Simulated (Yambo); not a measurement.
G0W0@PBEsol for Na₃MoO₃F₃ (space group R3, No. 146) in Yambo. Reference settings: 2×2×2 Γ-centred k mesh, bands 5 to 203 and a 7 Ry block in the screening, 203 bands in G with the Bruneval-Gonze terminator, plasmon pole fitted at 27.2 eV. The PBEsol gap L → Z on this mesh is 4.09 eV; G0W0 gaps are taken between the same points.

With and without the terminator, as bands are cut:

```json
[
 {"bands in G (in W)": "88 (203)", "gap, terminator (eV)": "7.271", "gap, none (eV)": "7.466", "valence shift, terminator (eV)": "-1.199", "valence shift, none (eV)": "-0.624"},
 {"bands in G (in W)": "136 (203)", "gap, terminator (eV)": "7.240", "gap, none (eV)": "7.347", "valence shift, terminator (eV)": "-1.209", "valence shift, none (eV)": "-0.861"},
 {"bands in G (in W)": "203 (203)", "gap, terminator (eV)": "7.226", "gap, none (eV)": "7.283", "valence shift, terminator (eV)": "-1.216", "valence shift, none (eV)": "-1.017"}
]
```

Over this range the gap spans 0.045 eV with the terminator and 0.183 eV without, the valence shift 0.017 eV and 0.393 eV. Neither column has reached its limit for certain.

Spin-orbit coupling is not included.

Geometry of the Materials Project entry, not relaxed at this level; primitive cell a = b = c = 5.806 Å, α = β = γ = 57.29°.

A shift is the quasiparticle energy of the state minus its PBEsol energy.
